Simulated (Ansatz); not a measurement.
## YSe: energy along a strain

YSe, Fm-3m, a = 5.750 Å (as given, not relaxed at this level: -2.5 GPa). The structure is a COD entry; whether it is the stable form wasn't checked. Ansatz: PBEsol, PAW, 420 eV, Γ-centred 14×14×14 mesh on 2 atoms, Gaussian smearing 0.15 eV; no spin polarisation. Cell vectors (Å): 0.000 2.875 2.875; 2.875 0.000 2.875; 2.875 2.875 0.000. The cell is strained by x per cent times the pattern (1 1 0 0 0 0) in the order xx yy zz yz xz xy (engineering shears), with fractional coordinates held. y is the free energy over the start, V0 = 23.764 Å³/atom.

| x (%) | y (meV/atom) |
| --- | --- |
| -6.00 | 98.80 |
| -4.50 | 42.33 |
| -3.00 | 9.31 |
| -1.50 | -3.77 |
| 0.00 | 0.00 |
| 1.50 | 17.89 |
| 3.00 | 47.52 |
| 4.50 | ? |
| 5.25 | 109.16 |
| 6.00 | 133.22 |

Problem. Fit y = c1 x + c2 x² + c3 x³ to the other rows, get the stiffness along the pattern, and predict the missing energy.

Solution. Least squares on the rows shown. y = 7.5798 x + 3.2121 x² − 0.13080 x³. The clamped-ion stiffness p·C·p = 2 × 32.12 eV × 160.2 / 23.764 Å³ = 433 GPa (second derivative at the start, which stands under stress). At x = 4.50 the fit asked for gives 87.23 meV/atom. The run gave 86.68 meV/atom, so the fit is 0.55 meV/atom too high, within twice the rms miss on the fitted rows (0.39 meV/atom).

The cell has an odd number of electrons and ran without spin polarisation, so a magnetic or disproportionated state may lie lower.